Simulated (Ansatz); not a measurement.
**Compressing ZrRuAs: a fit and a missing row**

ZrRuAs, P-62m, a = 6.590 Å, c = 3.926 Å. The structure is a Materials Project entry; whether it is the stable form wasn't checked. Ansatz: r2SCAN, PAW, 500 eV, Γ-centred 6×6×10 mesh on 9 atoms, Gaussian smearing 0.10 eV; no spin polarisation. Shape and atoms are relaxed at each volume; pressure is positive in compression.

| V (Å³/atom) | P (GPa) |
| --- | --- |
| 14.438 | 34.17 |
| 14.930 | 23.39 |
| 15.422 | ? |
| 15.914 | 6.54 |
| 16.406 | 0.00 |
| 16.899 | -5.53 |
| 17.391 | -10.21 |
| 18.047 | -15.33 |

Question: Take V0 = 16.406 Å³/atom, fit the third-order Birch–Murnaghan form to the other rows, and predict the missing pressure.

Answer: With the Eulerian strain f = ½[(V0/V)^(2/3) − 1] and y = P/[3f(1 + 2f)^(5/2)], the form is the line y = B0 + 1.5 B0 (B0′ − 4) f. Rows (f, y): 0.04446, 207.0; 0.03243, 205.5; 0.01025, 202.2; -0.00977, 198.2; -0.01906, 196.8; -0.03079, 194.5. Means f = 0.004587, y = 200.70; Σ(Δf)² = 0.004414, ΣΔfΔy = 0.7408; the slope is their ratio. y = 199.9 + 167.8 f GPa, so B0 = 199.9 GPa and B0′ = 4 + 2 × (167.8)/(3 × 199.9) = 4.56. At V = 15.422, f = 0.02105, y = 203.43 and P = 14.24 GPa. The run gave 14.27 GPa, so the fit is 0.03 GPa too low, within twice the rms miss on the fitted rows (0.02 GPa).